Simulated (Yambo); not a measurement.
A G0W0@LDA run in Yambo for TlBr (CsCl type, space group Pm-3m, No. 221) (4×4×4 Γ-centred k mesh, 143 bands and a 10 Ry block in the screening, 143 bands in G with the Bruneval-Gonze terminator, plasmon pole fitted at 27.2 eV) gives these matrix elements, in eV, at the band edges (X → X):

```json
[
 {"state": "valence edge", "E0": "0.000", "<Vxc>": "-13.249", "<Σx>": "-15.675", "<Σc(E0)>": "1.126", "Z": "0.802"},
 {"state": "conduction edge", "E0": "1.713", "<Vxc>": "-9.017", "<Σx>": "-5.898", "<Σc(E0)>": "-2.801", "Z": "0.828"}
]
```

Task: Solve the linearised quasiparticle equation for both states, give the gap, and say how exchange and correlation each act on it.

Result: E = E0 + Z(Σx + Σc − Vxc). Valence: 0.000 + 0.802 × (-15.675 + (1.126) − (-13.249)) = -1.04 eV. Conduction: 1.713 + 0.828 × (-5.898 + (-2.801) − (-9.017)) = 1.98 eV. The gap is 3.02 eV, against 1.71 eV in LDA. Replacing Vxc by bare exchange alone would open it by 5.54 eV; correlation takes back 3.93 eV of that, and Z scales what is left. Nearest settings tried, and what they do to the gap: 109 bands in W, 109 bands in G: -16 meV; 8 Ry block (179 vectors against 257): -42 meV; 6×6×6 mesh: +26 meV. So the settings aren't converged at that level. Spin-orbit coupling is left out; with 6p states at a band edge it can lower the gap by many tenths of an eV, most of a small gap.

The standard potential for Tl keeps a d shell in the valence without the s and p states of that shell. In tests on such compounds this moved G0W0 gaps by up to about 0.9 eV, so absolute quasiparticle energies here are unreliable; differences between settings are what counts.

Geometry of the Materials Project entry, not relaxed at this level; primitive cell a = b = c = 4.000 Å, α = β = γ = 90.00°.
